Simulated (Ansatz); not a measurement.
Cs:
```yaml
crystal:
  lattice:
    - [-2.41903, 2.41903, 8.74481]
    - [2.41903, -2.41903, 8.74481]
    - [2.41903, 2.41903, -8.74481]
  atoms:
    - { symbol: Cs, position: [0.25000, 0.75000, 0.50000] }
    - { symbol: Cs, position: [0.50000, 0.50000, 0.00000] }
```

Relaxed with LDA. Special points in fractions of this cell's reciprocal vectors: Γ (0.000, 0.000, 0.000); X (0.000, 0.000, 0.500); P (0.250, 0.250, 0.250); N (0.000, 0.500, 0.000); M (0.500, 0.500, -0.500); S (0.269, 0.731, -0.269); S0 (-0.269, 0.269, 0.269); R (-0.038, 0.038, 0.500); G (0.500, 0.500, -0.038).

Problem. List the band energies nearest the Fermi level at these points for the program Ansatz at the LDA level (PAW).

Solution. In eV from the Fermi level; about four levels below and three above (degenerate sets whole), none deeper than 8.9 eV; points with the same levels are listed once.

```tsv
k	below	above
Γ	-1.82 -0.14	0.86 1.46 1.47
X	–	0.39 0.39 1.24 1.24
P	–	0.40 0.40 1.13 1.13
N	-0.18	0.32 0.46 1.22
M	-1.16 -1.16	1.15 1.15 1.91 1.91
S	-0.15	0.21 0.47 1.20
R	–	0.40 0.40 1.22 1.22
```

Space group I4_1/amd. The workflow started from a Materials Project entry (that database holds measured and hypothetical structures alike); the Crystallography Open Database copy checked does not list it. It is not the phase usual at ambient conditions (space group No. 229). The cell was relaxed with LDA under the symmetry of its start; whether a distortion lowers the energy is not shown. Scalar-relativistic: spin–orbit coupling is off unless named, which matters more the heavier the elements.

Potentials: the earlier of the program's two PAW sets. The files were generated under PBE; for other functionals the program regenerates the frozen cores, and for LDA and PBEsol the local potential too.
